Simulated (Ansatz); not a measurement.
# Sn: energy along a strain

Sn, I4/mmm, a = 3.182 Å, c = 5.831 Å (as given, not relaxed at this level: -2.8 GPa). This isn't the element's structure at ambient conditions. Ansatz: r2SCAN, PAW, 500 eV, Γ-centred 20×20×20 mesh on 1 atom, Gaussian smearing 0.15 eV; no spin polarisation. Cell vectors (Å): -1.591 1.591 2.916; 1.591 -1.591 2.916; 1.591 1.591 -2.916. The cell is strained by x per cent times the pattern (0 0 0 0 0 1) in the order xx yy zz yz xz xy (engineering shears), with fractional coordinates held. y is the free energy over the start, V0 = 29.512 Å³/atom. Symmetry makes y even in x. Points with a strain past 8.5 % were computed too (4) and aren't used here.

| x (%) | y (meV/atom) |
| --- | --- |
| -7.50 | 0.23 |
| 0.00 | 0.00 |
| 1.87 | 0.00 |
| 3.75 | ? |
| 5.62 | 0.07 |

**Question.** Fit y = c2 x² + c4 x⁴ to the other rows, get the stiffness along the pattern, and predict the missing energy.

**Answer.** Least squares on the rows shown. y = −0.0001868 x² + 7.602×10⁻⁵ x⁴. The clamped-ion stiffness p·C·p = 2 × -0.001868 eV × 160.2 / 29.512 Å³ = 0.0 GPa, which is C66 in these axes (second derivative at the start, which stands under stress). At x = 3.75 the fit asked for gives 0.01 meV/atom. The run gave 0.01 meV/atom, the same to the digits shown.